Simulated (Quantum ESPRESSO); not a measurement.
Re2MoHf2RuOs2, one run as intended and one with a planted mistake

Simulated, not a measurement. The program is pw.x of Quantum ESPRESSO 7.5 (plane-wave density functional theory). The cell is made up: eight metal atoms on a hexagonal close-packed lattice, with elements, volume, strain and displacements drawn at random and not relaxed, so it may be unstable or far from any real phase. PseudoDojo standard norm-conserving files set the functional (PBE unless stated); there is no spin polarisation or spin-orbit coupling, the Fermi-Dirac width of 0.25 eV means electrons at about 2900 K, and the masses in the input are unused placeholders. Heavy elements are run without spin-orbit coupling, which real alloys of them have. A spin test at this wide smearing found no moment, but such smearing suppresses magnetism that the real alloy may have.

Intended input:

```
&control calculation='scf', pseudo_dir='./dojo.nc.sr.pbe.v0_5.standard.upf', outdir='./o', disk_io='minimal', tprnfor=.true., tstress=.true. /
&system ibrav=0, nat=8, ntyp=5, nbnd=76, ecutwfc=84.00895049, nosym=.true., tot_charge=0,
 occupations='smearing', smearing='fd', degauss=0.0183746611
/
&electrons conv_thr=1.470e-08, electron_maxstep=70, mixing_beta=0.5 /
ATOMIC_SPECIES
Hf 1.0 Hf.upf
Mo 1.0 Mo.upf
Os 1.0 Os.upf
Re 1.0 Re.upf
Ru 1.0 Ru.upf
CELL_PARAMETERS angstrom
-2.8826 -0.0058 0.0159
0.0101 5.1208 -0.0343
1.4884 -2.4925 -9.5032
ATOMIC_POSITIONS angstrom
Re -0.2834 0.0729 -0.1287
Mo 0.143 1.7874 -2.4133
Hf -0.0529 -0.1519 -4.9347
Ru 0.1755 1.8132 -7.1093
Os -1.5359 2.4793 -0.0263
Os -1.4986 4.3452 -2.4249
Hf -1.2997 2.5227 -4.7454
Re -1.3981 -0.7779 -7.2372
K_POINTS automatic
8 5 3 1 1 1
```

The log is shortened where brackets say so; the opening notice, blank lines, dates and the lines on written files are dropped, and the path of the files is cut. It prints rydbergs, bohrs and kilobars, and counts compression as positive stress. Its total energy is the free energy E - TS of the whole cell.

Log of the intended run:

```
     Program PWSCF v.7.5
     Parallel version (MPI & OpenMP), running on       4 processor cores
     Number of MPI processes:                 4
     Threads/MPI process:                     1
     [start-up lines left out]
     bravais-lattice index     =            0
     lattice parameter (alat)  =       5.4474  a.u.
     unit-cell volume          =     947.4891 (a.u.)^3
     number of atoms/cell      =            8
     number of atomic types    =            5
     number of electrons       =       116.00
     number of Kohn-Sham states=           76
     kinetic-energy cutoff     =      84.0090  Ry
     charge density cutoff     =     336.0358  Ry
     scf convergence threshold =      1.5E-08
     mixing beta               =       0.5000
     number of iterations used =            8  plain     mixing
     Exchange-correlation= PBE
                           (   1   4   3   4   0   0   0)
     [axes and pseudopotential details left out]
   Cartesian axes
     site n.     atom                  positions (alat units)
         1        Re     tau(   1) = (  -0.0983123   0.0252892  -0.0446464  )
         2        Mo     tau(   2) = (   0.0496071   0.6200545  -0.8371812  )
         3        Hf     tau(   3) = (  -0.0183512  -0.0526946  -1.7118625  )
         4        Ru     tau(   4) = (   0.0608815   0.6290046  -2.4662379  )
         5        Os     tau(   5) = (  -0.5328084   0.8600768  -0.0091236  )
         6        Os     tau(   6) = (  -0.5198689   1.5073632  -0.8412052  )
         7        Hf     tau(   7) = (  -0.4508699   0.8751324  -1.6461938  )
         8        Re     tau(   8) = (  -0.4850052  -0.2698559  -2.5106068  )
     number of k points=    60  Fermi-Dirac smearing, width (Ry)=  0.0184
                       cart. coord. in units 2pi/alat
        k(    1) = (  -0.0630278   0.0559143  -0.0750924), wk =   0.0333333
        k(    2) = (  -0.0619161   0.0572654   0.1269504), wk =   0.0333333
     [further k points left out]
     Dense  grid:    98555 G-vectors     FFT dimensions: (  32,  60, 120)
     Estimated max dynamical RAM per process >     416.42 MB
     Estimated total dynamical RAM >       1.56 GB
     Initial potential from superposition of free atoms
     starting charge     115.9930, renormalised to     116.0000
     Starting wfcs are   80 randomized atomic wfcs
     total cpu time spent up to now is        8.6 secs
     per-process dynamical memory:   334.1 Mb
     Self-consistent Calculation
     iteration #  1     ecut=    84.01 Ry     beta= 0.50
     Davidson diagonalization with overlap
     ethr =  1.00E-02,  avg # of iterations =  3.0
     total cpu time spent up to now is       29.8 secs
     total energy              =   -1317.73649945 Ry
     estimated scf accuracy    <       3.93493267 Ry
     iteration #  2     ecut=    84.01 Ry     beta= 0.50
     Davidson diagonalization with overlap
     ethr =  3.39E-03,  avg # of iterations =  4.5
     total cpu time spent up to now is       55.0 secs
     total energy              =   -1315.09889721 Ry
     estimated scf accuracy    <      88.10066482 Ry
     [iterations 3 to 21 left out]
     iteration # 22     ecut=    84.01 Ry     beta= 0.50
     Davidson diagonalization with overlap
     ethr =  3.67E-11,  avg # of iterations =  1.2
     total cpu time spent up to now is      454.3 secs
     total energy              =   -1320.15966180 Ry
     estimated scf accuracy    <       0.00000002 Ry
     iteration # 23     ecut=    84.01 Ry     beta= 0.50
     Davidson diagonalization with overlap
     ethr =  1.45E-11,  avg # of iterations =  1.1
     total cpu time spent up to now is      472.5 secs
     End of self-consistent calculation
     [lines on levels left out]
!    total energy              =   -1320.15966181 Ry
     estimated scf accuracy    <          9.8E-10 Ry
     smearing contrib. (-TS)   =      -0.13819230 Ry
     internal energy E=F+TS    =   -1320.02146951 Ry
     The total energy is F=E-TS. E is the sum of the following terms:
     one-electron contribution =    -267.01826087 Ry
     hartree contribution      =     194.11110680 Ry
     xc contribution           =    -262.94571942 Ry
     ewald contribution        =    -984.16859601 Ry
     convergence has been achieved in  23 iterations
     Forces acting on atoms (cartesian axes, Ry/au):
     atom    1 type  4   force =     0.03006168    0.00046151   -0.00403053
     atom    2 type  2   force =    -0.01861620   -0.02252224    0.08853773
     atom    3 type  1   force =     0.02480318    0.04449376    0.03019075
     atom    4 type  5   force =    -0.01062901    0.01036453   -0.05606706
     atom    5 type  3   force =     0.00811904    0.01655533    0.01189823
     atom    6 type  3   force =    -0.00810916    0.00207735    0.05445052
     atom    7 type  1   force =    -0.01593506   -0.03269020   -0.02871461
     atom    8 type  4   force =    -0.00969447   -0.01874003   -0.09626503
     Total force =     0.178491     Total SCF correction =     0.000138
     Computing stress (Cartesian axis) and pressure
          total   stress  (Ry/bohr**3)                   (kbar)     P=     -148.24
  -0.00059924   0.00002879   0.00003700          -88.15        4.24        5.44
   0.00002879  -0.00113242   0.00001348            4.24     -166.58        1.98
   0.00003700   0.00001348  -0.00129153            5.44        1.98     -189.99
     init_run     :      7.86s CPU      8.12s WALL (       1 calls)
     electrons    :    456.36s CPU    463.92s WALL (       1 calls)
     forces       :      3.11s CPU      3.13s WALL (       1 calls)
     stress       :     10.62s CPU     10.85s WALL (       1 calls)
     [timing details left out]
     PWSCF        :   7m58.44s CPU   8m 6.59s WALL
     JOB DONE.
```

A second run has one planted mistake: the cell and the positions are scaled by a wrong factor. The input lines that differ:

```
- -2.8826 -0.0058 0.0159
- 0.0101 5.1208 -0.0343
- 1.4884 -2.4925 -9.5032
+ -2.8347 -0.0057 0.0156
+ 0.0099 5.0358 -0.0337
+ 1.4637 -2.4511 -9.3454
- Re -0.2834 0.0729 -0.1287
- Mo 0.143 1.7874 -2.4133
- Hf -0.0529 -0.1519 -4.9347
- Ru 0.1755 1.8132 -7.1093
- Os -1.5359 2.4793 -0.0263
- Os -1.4986 4.3452 -2.4249
- Hf -1.2997 2.5227 -4.7454
- Re -1.3981 -0.7779 -7.2372
+ Re -0.2787 0.0717 -0.1266
+ Mo 0.1406 1.7577 -2.3732
+ Hf -0.052 -0.1494 -4.8528
+ Ru 0.1726 1.7831 -6.9913
+ Os -1.5104 2.4381 -0.0259
+ Os -1.4737 4.2731 -2.3846
+ Hf -1.2781 2.4808 -4.6666
+ Re -1.3749 -0.765 -7.1171
```

Its log:

```
     Program PWSCF v.7.5
     Parallel version (MPI & OpenMP), running on       4 processor cores
     Number of MPI processes:                 4
     Threads/MPI process:                     1
     [start-up lines left out]
     bravais-lattice index     =            0
     lattice parameter (alat)  =       5.3569  a.u.
     unit-cell volume          =     901.0643 (a.u.)^3
     number of atoms/cell      =            8
     number of atomic types    =            5
     number of electrons       =       116.00
     number of Kohn-Sham states=           76
     kinetic-energy cutoff     =      84.0090  Ry
     charge density cutoff     =     336.0358  Ry
     scf convergence threshold =      1.5E-08
     mixing beta               =       0.5000
     number of iterations used =            8  plain     mixing
     Exchange-correlation= PBE
                           (   1   4   3   4   0   0   0)
     [axes and pseudopotential details left out]
   Cartesian axes
     site n.     atom                  positions (alat units)
         1        Re     tau(   1) = (  -0.0983156   0.0252932  -0.0446600  )
         2        Mo     tau(   2) = (   0.0495988   0.6200550  -0.8371818  )
         3        Hf     tau(   3) = (  -0.0183438  -0.0527031  -1.7118978  )
         4        Ru     tau(   4) = (   0.0608872   0.6290152  -2.4662857  )
         5        Os     tau(   5) = (  -0.5328162   0.8600763  -0.0091366  )
         6        Os     tau(   6) = (  -0.5198697   1.5074000  -0.8412033  )
         7        Hf     tau(   7) = (  -0.4508689   0.8751393  -1.6462130  )
         8        Re     tau(   8) = (  -0.4850165  -0.2698652  -2.5106635  )
     number of k points=    60  Fermi-Dirac smearing, width (Ry)=  0.0184
                       cart. coord. in units 2pi/alat
        k(    1) = (  -0.0630267   0.0559133  -0.0750914), wk =   0.0333333
        k(    2) = (  -0.0619176   0.0572632   0.1269488), wk =   0.0333333
     [further k points left out]
     Dense  grid:    93745 G-vectors     FFT dimensions: (  32,  60, 108)
     Estimated max dynamical RAM per process >     396.14 MB
     Estimated total dynamical RAM >       1.48 GB
     Initial potential from superposition of free atoms
     starting charge     115.9930, renormalised to     116.0000
     Starting wfcs are   80 randomized atomic wfcs
     total cpu time spent up to now is        7.5 secs
     per-process dynamical memory:   317.1 Mb
     Self-consistent Calculation
     iteration #  1     ecut=    84.01 Ry     beta= 0.50
     Davidson diagonalization with overlap
     ethr =  1.00E-02,  avg # of iterations =  3.0
     total cpu time spent up to now is       26.4 secs
     total energy              =   -1317.61841996 Ry
     estimated scf accuracy    <       4.15058564 Ry
     iteration #  2     ecut=    84.01 Ry     beta= 0.50
     Davidson diagonalization with overlap
     ethr =  3.58E-03,  avg # of iterations =  4.5
     total cpu time spent up to now is       48.8 secs
     total energy              =   -1314.95368081 Ry
     estimated scf accuracy    <      91.64319550 Ry
     [iterations 3 to 21 left out]
     iteration # 22     ecut=    84.01 Ry     beta= 0.50
     Davidson diagonalization with overlap
     ethr =  3.13E-11,  avg # of iterations =  2.0
     total cpu time spent up to now is      392.1 secs
     total energy              =   -1320.19187280 Ry
     estimated scf accuracy    <       0.00000007 Ry
     iteration # 23     ecut=    84.01 Ry     beta= 0.50
     Davidson diagonalization with overlap
     ethr =  3.13E-11,  avg # of iterations =  1.8
     total cpu time spent up to now is      408.5 secs
     End of self-consistent calculation
     [lines on levels left out]
!    total energy              =   -1320.19187280 Ry
     estimated scf accuracy    <       0.00000001 Ry
     smearing contrib. (-TS)   =      -0.12970358 Ry
     internal energy E=F+TS    =   -1320.06216921 Ry
     The total energy is F=E-TS. E is the sum of the following terms:
     one-electron contribution =    -243.10230388 Ry
     hartree contribution      =     187.23568604 Ry
     xc contribution           =    -263.41182890 Ry
     ewald contribution        =   -1000.78372247 Ry
     convergence has been achieved in  23 iterations
     Forces acting on atoms (cartesian axes, Ry/au):
     atom    1 type  4   force =     0.03918056   -0.00872576    0.00404106
     atom    2 type  2   force =    -0.02428799   -0.02550248    0.09114501
     atom    3 type  1   force =     0.02540433    0.05095913    0.03841060
     atom    4 type  5   force =    -0.01427435    0.00968922   -0.06521002
     atom    5 type  3   force =     0.00796750    0.03177484    0.01111826
     atom    6 type  3   force =    -0.00906705    0.00054913    0.05587803
     atom    7 type  1   force =    -0.01492904   -0.03722219   -0.03184551
     atom    8 type  4   force =    -0.00999396   -0.02152190   -0.10353744
     Total force =     0.196850     Total SCF correction =     0.000295
     Computing stress (Cartesian axis) and pressure
          total   stress  (Ry/bohr**3)                   (kbar)     P=      -51.56
   0.00011327   0.00004020   0.00004853           16.66        5.91        7.14
   0.00004020  -0.00054341   0.00002776            5.91      -79.94        4.08
   0.00004853   0.00002776  -0.00062131            7.14        4.08      -91.40
     init_run     :      6.98s CPU      7.23s WALL (       1 calls)
     electrons    :    394.16s CPU    401.06s WALL (       1 calls)
     forces       :      3.13s CPU      3.16s WALL (       1 calls)
     stress       :     10.63s CPU     10.84s WALL (       1 calls)
     [timing details left out]
     PWSCF        :   6m55.18s CPU   7m 2.64s WALL
     JOB DONE.
```

|  | intended run | run with the mistake |
| --- | --- | --- |
| free energy (eV) | -17961.687 | -17962.125 |
| entropy term -TS, part of it (eV) | -1.880 | -1.765 |
| pressure (GPa) | -14.82 | -5.16 |
| size of the largest force component (eV/Å) | 2.475 | 2.662 |
| largest change of a force component (eV/Å) |  | 0.391 |
| iterations | 23 | 23 |

For scale, a rerun of the intended cell at a higher cutoff and on a denser mesh moved values by no more than 0.004 eV in energy, 0.08 GPa in stress and 0.009 eV/Å in force, and a second program with other atomic files agreed on that cell to 2 % rms in force and 0.5 GPa in pressure.